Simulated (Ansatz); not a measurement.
LaZrNO$_{2}$ in space group I2_12_12_1 (No. 24; Pearson symbol oI20), the program Ansatz at the r²SCAN level (PAW). The conduction-band minimum lies at Γ, with 1 equivalent valley. Second derivatives d²E/dk² of the lowest band at one valley (eV·Å²), along Cartesian directions:

```csv
direction,d²E/dk²
[100],11.73
[010],18.85
[001],3.319
[110],15.29
[101],7.524
[011],11.09
```

Problem. Find the principal effective masses, the density-of-states mass and the conductivity mass.

Solution. Off-diagonal terms follow from H_xy = H[110] − (H_xx + H_yy)/2, and m*/mₑ = 7.620 eV·Å² over each eigenvalue: 0.40, 0.65, 2.3. One valley's DOS mass (m₁m₂m₃)^(1/3) = 0.84, conductivity mass 3/(Σ 1/mᵢ) = 0.67 mₑ.

Problem. What effective density of states Nc follows at 300 K for parabolic valleys?

Solution. Nc = 2.509e19 × 1 × (0.84)^(3/2) ≈ 1.9e19 cm⁻³.

The start of the workflow was typed in or built on a structure type; neither database checked (COD, Materials Project) lists it. Its standing as an ambient phase is unchecked. The cell was relaxed with r²SCAN under the symmetry of its start; its stability against distortions is not shown here. The run is not spin-polarised. Spin–orbit coupling is left out wherever it is not named.

Potentials: the earlier of the program's two PAW sets.

Edges and masses are those of Kohn–Sham bands, whose gap is no quasiparticle gap.
